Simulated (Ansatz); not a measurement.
A geometry of BaF2 away from equilibrium: step 8 of the relaxation of a relaxed BaF2 cell deformed by the Cartesian strain tensor (xx, yy, zz, yz, xz, xy) = (-0.032, -0.097, 0.012, -0.048, 0.065, 0.134). The numbers are results of PBEsol (plane waves to 420 eV, PAW, scalar-relativistic; Ansatz, a first-principles code), not measurements. Γ-centred k-mesh 8×7×6 on the run's cell (coarser than for final values), Fermi–Dirac smearing 0.05 eV.

```xyz
3
Lattice="0.2438 2.8617 3.0348 3.0967 0.0840 3.1932 3.1849 3.1077 -0.0030" Properties=species:S:1:pos:R:3 pbc="T T T"
Ba     0.0000     0.0000     0.0000
F      1.6845     1.4664     1.4587
F      4.8409     4.5871     4.7664
```

Q: Which atoms carry the largest force, and which way does it point?

A: No atom: all forces are below 0.005 eV/Å; only the cell is out of equilibrium.

Q: What is the pressure?

A: +2.9 GPa, compression positive.

No spin polarisation in the result.

The run could not lose the symmetry of its start.
